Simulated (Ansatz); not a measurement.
Here is the system:

SiGe:
```
SiGe
1.0
    3.90074     0.00000     0.00000
   -1.95037     3.37814     0.00000
    0.00000     0.00000     6.44222
Si Ge
2 2
Direct
  0.66667   0.33333   0.87456
  0.33333   0.66667   0.37456
  0.66667   0.33333   0.50044
  0.33333   0.66667   0.00044
```

This is the PBEsol-relaxed structure. Tensor components refer to the Cartesian frame of this cell.

### Question
All from plane-wave PAW PBEsol (Ansatz code), unless another level is named. Give the Poisson's ratio.

### Answer
0.22.

### Question
What about the highest zone-centre frequency (without LO–TO term)?

### Answer
404 cm⁻¹.

### Question
Give the elastic constants (relaxed ions, GPa).

### Answer
C11 = 167, C12 = 45.3, C13 = 28.9, C33 = 191, C44 = 44.9.

Space group P6_3mc (wurtzite). The first step of the workflow began from a Materials Project structure, measured or hypothetical; the Crystallography Open Database copy checked does not list it. Whether it is the stable phase at ambient conditions was not checked. The PBEsol relaxation kept the symmetry of its start; of distortions, only those at the zone centre were tested.

Potentials: the earlier of the program's two PAW sets.
